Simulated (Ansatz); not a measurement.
Values for one crystal, relaxed and computed with PBE (plane waves, PAW; program Ansatz); other levels are named.

Volume per atom: 21.48 Å³
Electronic character: no gap, with almost no states at the Fermi level (zero-gap or semimetallic)
Bulk modulus (Birch–Murnaghan fit): 63.8 GPa
Formation energy from the elements (no fitted shifts): -0.16 eV/atom
Density of states at the Fermi level: 0.01 states/eV per atom (mean over ±0.08 eV)
Pressure derivative B′: 4.9

Task: Which compound is it?
(A) BP, P6_422 (B on 3c, P on 3d)
(B) GaSb, P6_222 (Ga on 3d, Sb on 3c)
(C) GaP, rock salt
(D) GaAs, P6_422 (Ga on 3c, As on 3d)

Result: D, GaAs, P6_422 (Ga on 3c, As on 3d)

The start of the workflow was typed in or built on a structure type; neither database checked (COD, Materials Project) lists it. It is not the phase usual at ambient conditions (space group No. 216). Symmetry was held in the PBE relaxation; whether a distortion lowers the energy is not shown. The references are the lowest solids computed at this level, not always the standard phases. Spin–orbit coupling is left out wherever it is not named.

Potentials: the later of the program's two PAW sets.
